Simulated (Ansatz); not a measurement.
## Does relaxation matter for the field gradients of MoS2 with Si replacing Mo?

Start: a supercell of MoS2 (space group P6_3/mmc) built from a COD entry, with all atoms left at the host's positions.

Space group P-6m2 (No. 187); a = 9.5070, c = 12.3240 Å, γ = 120.00°.

```csv
site,Wyckoff,site symmetry,x,y,z
Si,1a,-6m2,0.0000,0.0000,0.0000
Mo2,6l,m..,0.0000,0.3333,0.0000
Mo6,1c,-6m2,0.3333,0.6667,0.0000
Mo8,1e,-6m2,0.6667,0.3333,0.0000
Mo10,3k,mm2,0.1111,0.8889,0.5000
Mo12,3k,mm2,0.1111,0.5556,0.5000
Mo14,3k,mm2,0.4444,0.2222,0.5000
S19,2g,3m.,0.0000,0.0000,0.3730
S20,12o,1,0.0000,0.3333,0.3730
S24,2h,3m.,0.3333,0.6667,0.3730
S26,2i,3m.,0.6667,0.3333,0.3730
S28,6n,.m.,0.1111,0.8889,0.8730
S30,6n,.m.,0.1111,0.5556,0.8730
S32,6n,.m.,0.4444,0.2222,0.8730
```

One atom of each set is listed.

Computed with Ansatz: DFT, PBE, plane waves and PAW, scalar-relativistic, 420 eV cutoff, Γ-centred 3×3×2 k-points, Fermi–Dirac smearing 0.01 eV.

The largest force at the start is 0.97 eV/Å. Relaxing the ions at fixed cell moves them by 0.079 Å at most (atom 46, S) and 0.036 Å rms.

| site | moved (Å) | first shell before | first shell after | V_zz before (10²¹ V/m²) | η before |
| --- | --- | --- | --- | --- | --- |
| Si | 0.000 | 6 S at 2.41 Å | 6 S at 2.34 Å | -1.53 | 0.00 |
| Mo2 | 0.068 | 6 S at 2.41 Å | 6 S at 2.39–2.42 Å | -9.40 | 0.21 |
| Mo6 | 0.000 | 6 S at 2.41 Å | 6 S at 2.41 Å | -7.12 | 0.00 |
| Mo8 | 0.000 | 6 S at 2.41 Å | 6 S at 2.41 Å | -8.29 | 0.00 |
| Mo14 | 0.001 | 6 S at 2.41 Å | 6 S at 2.41 Å | -7.40 | 0.01 |
| S19 | 0.004 | 3 Mo at 2.41 Å | 3 Mo at 2.40 Å | -5.32 | 0.00 |
| S26 | 0.004 | 3 Mo at 2.41 Å | 3 Mo at 2.41 Å | -5.14 | 0.00 |
| S28 | 0.079 | 2 Mo at 2.41 Å, 1 Si at 2.41 Å | 1 Si at 2.34 Å, 2 Mo at 2.42 Å | -3.51 | 0.02 |
| S30 | 0.030 | 3 Mo at 2.41 Å | 3 Mo at 2.39–2.41 Å | -4.74 | 0.03 |
| S32 | 0.007 | 3 Mo at 2.41 Å | 3 Mo at 2.40–2.41 Å | -5.41 | 0.08 |

(1) What are V_zz and η after the relaxation?

## Answers

(1) 

```csv
site,V_zz after,η after,change of V_zz
Si,-1.84,0.00,-0.31
Mo2,-9.67,0.48,-0.27
Mo6,-6.40,0.00,+0.72
Mo8,-7.95,0.00,+0.34
Mo14,-7.51,0.01,-0.11
S19,-5.41,0.00,-0.09
S26,-5.22,0.00,-0.08
S28,-5.54,0.05,-2.03
S30,-4.65,0.38,+0.09
S32,-5.67,0.04,-0.26
```

The largest change of V_zz is on S28, from -3.51 to -5.54. In per cent, |V_zz| changes by -10 to +3 on Mo, -2 to +58 on S (all sites that start above 2). Where |V_zz| stays above 0.1, η moves most on S30, from 0.03 to 0.38. The table leaves out 4 of the 14 sites, with |V_zz| up to 7.55; their tensors move by 0.08 at most along any direction. The statements above cover all sites. The host's own positions weren't relaxed first, so part of the change far from the defect can be the host's relaxation.

The run isn't spin-polarised, and a state with spin may lie lower. The defect repeats with the cell of 54 atoms, so it feels its images: sites between two images don't show the values beside a lone defect, and zeros or small values of η there can come from the images' arrangement. Mo and S carry a gradient in the pure host already, so the values there aren't the defect's effect alone. The defect cell has no gap above 0.1 eV on its mesh, so the values can hang on the smearing and the k-mesh. Without spin–orbit coupling (the program notes it for Mo) the gradients can shift somewhat, as the gap is small.
Before: The neighbours have not yet relaxed around the defect (largest force 0.97 eV/Å), so a real crystal will differ.
After: The relaxation keeps the site symmetry -6m2 of the start, so the impurity can't leave its site; a distortion that would localise the partly filled state isn't explored.
